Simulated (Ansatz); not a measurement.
LiPd:
```yaml
crystal:
  lattice:
    - [2.74038, 0.00000, 0.00000]
    - [-1.37019, 2.37323, 0.00000]
    - [0.00000, 0.00000, 4.14984]
  atoms:
    - { symbol: Pd, position: [0.00000, 0.00000, 0.50000] }
    - { symbol: Li, position: [0.66667, 0.33333, 0.00000] }
```

Relaxed with PBEsol. Special points in fractions of this cell's reciprocal vectors: Γ (0.000, 0.000, 0.000); M (0.500, 0.000, 0.000); K (0.333, 0.333, 0.000); A (0.000, 0.000, 0.500); L (0.500, 0.000, 0.500); H (0.333, 0.333, 0.500).

Task: List the band energies nearest the Fermi level at these points for PBEsol in the plane-wave PAW code Ansatz.

Result: In eV from the Fermi level; about four levels below and three above (degenerate sets whole), none deeper than 8.9 eV; … stands for higher levels left out; points with the same levels are listed once.

| k | below | above |
|---|---|---|
| Γ | -2.69 -2.69 -1.09 -1.09 | 1.03 7.57 … |
| M | -4.85 -3.89 -2.91 -1.60 | 0.00 0.76 3.68 |
| K | -2.98 -2.93 -2.92 -2.63 | 3.22 3.90 6.51 |
| A | -2.68 -2.68 -2.22 -1.14 -1.14 | 13.05 … |
| L | -4.81 -4.11 -1.74 -1.71 | 0.01 1.36 1.72 |
| H | -3.05 -3.01 -2.80 -1.70 | 2.98 5.51 6.21 |

Space group P-6m2. The workflow started from an entry of the Crystallography Open Database (COD), which files this formula under 2 space groups. Whether it is the stable phase at ambient conditions was not checked. The PBEsol relaxation kept the symmetry of its start; whether a distortion lowers the energy is not shown. The run is not spin-polarised. Scalar-relativistic: spin–orbit coupling is off unless named, which matters more the heavier the elements.

Potentials: the later of the program's two PAW sets.
